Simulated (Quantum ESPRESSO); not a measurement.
Ga4N3P, input and log of a self-consistent run

Simulated, not a measurement. The program is pw.x of Quantum ESPRESSO 7.5 (plane-wave density functional theory). The cell is made up: 8 atoms on a wurtzite lattice, with randomly drawn elements, strain and displacements, not relaxed. PseudoDojo standard norm-conserving files (v0.5 for PBE, v0.4.1 for LDA and PBEsol) set the functional; there is no spin polarisation, spin-orbit coupling or dispersion term, and the masses in the input are unused placeholders.

Input:

```
&control calculation='scf', pseudo_dir='./dojo.nc.sr.pbe.v0_5.standard.upf', outdir='./o', disk_io='medium', tprnfor=.true., tstress=.true. /
&system ibrav=0, nat=8, ntyp=3, nbnd=42, ecutwfc=84.00895049, nosym=.true., tot_charge=0,
 occupations='smearing', smearing='fd', degauss=0.0018374661
/
&electrons conv_thr=7.350e-09, electron_maxstep=60, /
ATOMIC_SPECIES
Ga 1.0 Ga.upf
N 1.0 N.upf
P 1.0 P.upf
CELL_PARAMETERS angstrom
3.3095 -0.0018 -0.0427
-0.0032 5.6026 -0.0336
-0.0698 -0.0317 5.4421
ATOMIC_POSITIONS angstrom
Ga 0.1179 -0.0309 0.0243
Ga 1.806 2.84 0.0318
Ga 1.5063 0.781 2.732
Ga -0.0653 3.534 2.8188
N -0.0685 -0.0802 1.9746
P 1.7207 2.73 2.025
N 1.7892 0.8805 4.8963
N 0.0312 3.8714 4.7752
K_POINTS automatic
5 4 4 1 1 1
```

The log is shortened where brackets say so; the opening notice, blank lines, dates and the lines on written files are dropped, and the path of the files is cut. It prints rydbergs, bohrs and kilobars, and counts compression as positive stress. With no partly filled state, the Fermi energy that it prints is only some level between the filled and the empty states on the mesh, and need not lie in the true gap.

```
     Program PWSCF v.7.5
     Parallel version (MPI & OpenMP), running on       1 processor cores
     Number of MPI processes:                 1
     Threads/MPI process:                     1
     [start-up lines left out]
     bravais-lattice index     =            0
     lattice parameter (alat)  =       6.2546  a.u.
     unit-cell volume          =     680.8131 (a.u.)^3
     number of atoms/cell      =            8
     number of atomic types    =            3
     number of electrons       =        72.00
     number of Kohn-Sham states=           42
     kinetic-energy cutoff     =      84.0090  Ry
     charge density cutoff     =     336.0358  Ry
     scf convergence threshold =      7.3E-09
     mixing beta               =       0.7000
     number of iterations used =            8  plain     mixing
     Exchange-correlation= PBE
                           (   1   4   3   4   0   0   0)
     [axes and pseudopotential details left out]
   Cartesian axes
     site n.     atom                  positions (alat units)
         1        Ga     tau(   1) = (   0.0356217  -0.0093360   0.0073419  )
         2        Ga     tau(   2) = (   0.5456563   0.8580641   0.0096079  )
         3        Ga     tau(   3) = (   0.4551063   0.2359676   0.8254335  )
         4        Ga     tau(   4) = (  -0.0197294   1.0677460   0.8516589  )
         5        N      tau(   5) = (  -0.0206963  -0.0242312   0.5965963  )
         6        P      tau(   6) = (   0.5198841   0.8248292   0.6118239  )
         7        N      tau(   7) = (   0.5405804   0.2660301   1.4793449  )
         8        N      tau(   8) = (   0.0094266   1.1696864   1.4427563  )
     number of k points=    40  Fermi-Dirac smearing, width (Ry)=  0.0018
                       cart. coord. in units 2pi/alat
        k(    1) = (   0.1010520   0.0743687   0.0777518), wk =   0.0500000
        k(    2) = (   0.1030146   0.0752818   0.2298272), wk =   0.0500000
     [further k points left out]
     Dense  grid:    70797 G-vectors     FFT dimensions: (  40,  64,  60)
     Estimated max dynamical RAM per process >      92.88 MB
     Initial potential from superposition of free atoms
     starting charge      71.9891, renormalised to      72.0000
     Starting wfcs are   52 randomized atomic wfcs
     total cpu time spent up to now is        9.1 secs
     per-process dynamical memory:    59.4 Mb
     Self-consistent Calculation
     iteration #  1     ecut=    84.01 Ry     beta= 0.70
     Davidson diagonalization with overlap
     ethr =  1.00E-02,  avg # of iterations =  4.2
     total cpu time spent up to now is       27.5 secs
     total energy              =    -686.84128679 Ry
     estimated scf accuracy    <       1.87110601 Ry
     iteration #  2     ecut=    84.01 Ry     beta= 0.70
     Davidson diagonalization with overlap
     ethr =  2.60E-03,  avg # of iterations =  4.7
     total cpu time spent up to now is       44.7 secs
     total energy              =    -687.04721916 Ry
     estimated scf accuracy    <       3.61054305 Ry
     iteration #  3     ecut=    84.01 Ry     beta= 0.70
     Davidson diagonalization with overlap
     ethr =  2.60E-03,  avg # of iterations =  3.0
     total cpu time spent up to now is       61.0 secs
     total energy              =    -687.72205217 Ry
     estimated scf accuracy    <       0.09950433 Ry
     iteration #  4     ecut=    84.01 Ry     beta= 0.70
     Davidson diagonalization with overlap
     ethr =  1.38E-04,  avg # of iterations =  5.3
     total cpu time spent up to now is       77.9 secs
     total energy              =    -687.75150628 Ry
     estimated scf accuracy    <       0.01323005 Ry
     iteration #  5     ecut=    84.01 Ry     beta= 0.70
     Davidson diagonalization with overlap
     ethr =  1.84E-05,  avg # of iterations =  6.4
     total cpu time spent up to now is       94.5 secs
     total energy              =    -687.75296205 Ry
     estimated scf accuracy    <       0.00781142 Ry
     [iterations 6 to 8 left out]
     iteration #  9     ecut=    84.01 Ry     beta= 0.70
     Davidson diagonalization with overlap
     ethr =  2.36E-08,  avg # of iterations =  2.9
     total cpu time spent up to now is      165.4 secs
     total energy              =    -687.75466681 Ry
     estimated scf accuracy    <       0.00000126 Ry
     iteration # 10     ecut=    84.01 Ry     beta= 0.70
     Davidson diagonalization with overlap
     ethr =  1.75E-09,  avg # of iterations =  3.9
     total cpu time spent up to now is      186.6 secs
     total energy              =    -687.75466701 Ry
     estimated scf accuracy    <       0.00000072 Ry
     iteration # 11     ecut=    84.01 Ry     beta= 0.70
     Davidson diagonalization with overlap
     ethr =  9.94E-10,  avg # of iterations =  2.0
     total cpu time spent up to now is      203.3 secs
     total energy              =    -687.75466713 Ry
     estimated scf accuracy    <       0.00000002 Ry
     iteration # 12     ecut=    84.01 Ry     beta= 0.70
     Davidson diagonalization with overlap
     ethr =  2.38E-11,  avg # of iterations =  5.0
     total cpu time spent up to now is      229.9 secs
     total energy              =    -687.75466713 Ry
     estimated scf accuracy    <       0.00000002 Ry
     iteration # 13     ecut=    84.01 Ry     beta= 0.70
     Davidson diagonalization with overlap
     ethr =  2.23E-11,  avg # of iterations =  2.0
     total cpu time spent up to now is      247.7 secs
     End of self-consistent calculation
          k = 0.1011 0.0744 0.0778 (  8842 PWs)   bands (ev):
    -5.0725  -4.7915  -4.4132  -4.2407  -4.1900  -4.0652  -3.9294  -3.8218
    -3.7165  -3.6904  -3.6317  -3.5489  -3.4741  -3.4201  -3.2701  -3.2424
    -3.1826  -3.0890  -2.8248  -2.7718  -2.7051  -1.7295  -1.4653  -0.5876
     3.3929   4.2322   5.0919   6.5887   7.3525   8.3970   8.6629   9.0467
     9.3239   9.5753  10.3206  10.9907  13.1721  14.0245  14.8503  15.6264
    16.4441  17.3757
     [levels at the other k points left out]
     the Fermi energy is    11.9353 ev
!    total energy              =    -687.75466714 Ry
     estimated scf accuracy    <          7.0E-10 Ry
     smearing contrib. (-TS)   =       0.00000000 Ry
     internal energy E=F+TS    =    -687.75466714 Ry
     The total energy is F=E-TS. E is the sum of the following terms:
     one-electron contribution =    -227.97995436 Ry
     hartree contribution      =     181.38567297 Ry
     xc contribution           =    -190.62778625 Ry
     ewald contribution        =    -450.53259949 Ry
     convergence has been achieved in  13 iterations
     Forces acting on atoms (cartesian axes, Ry/au):
     atom    1 type  1   force =     0.02584790    0.09101731    0.04018647
     atom    2 type  1   force =     0.00035530    0.01152954   -0.25373331
     atom    3 type  1   force =     0.03099857   -0.15835861    0.05747164
     atom    4 type  1   force =     0.21464417    0.28280087    0.18495317
     atom    5 type  2   force =    -0.00503587   -0.02330649    0.06845891
     atom    6 type  3   force =    -0.21180231   -0.07987145    0.00549784
     atom    7 type  2   force =    -0.06271055    0.03256229   -0.07071343
     atom    8 type  2   force =     0.00770280   -0.15637346   -0.03212128
     Total force =     0.597278     Total SCF correction =     0.000114
     Computing stress (Cartesian axis) and pressure
          total   stress  (Ry/bohr**3)                   (kbar)     P=      240.73
   0.00168432   0.00043850   0.00047347          247.77       64.51       69.65
   0.00043850   0.00164589   0.00034502           64.51      242.12       50.75
   0.00047347   0.00034502   0.00157908           69.65       50.75      232.29
     init_run     :      6.75s CPU      9.05s WALL (       1 calls)
     electrons    :    213.29s CPU    238.62s WALL (       1 calls)
     forces       :      2.55s CPU      2.58s WALL (       1 calls)
     stress       :     10.02s CPU     10.11s WALL (       1 calls)
     [timing details left out]
     PWSCF        :   3m52.76s CPU   4m20.73s WALL
     JOB DONE.
```

In other units: free energy -9357.379 eV for the cell, pressure 24.07 GPa, largest force component 7.271 eV/Å. A rerun of a related cell, with the same atoms placed differently, at 1437 eV and a 7 x 6 x 6 mesh moved values by no more than 0.016 eV in energy, 0.19 GPa in stress and 0.008 eV/Å in force.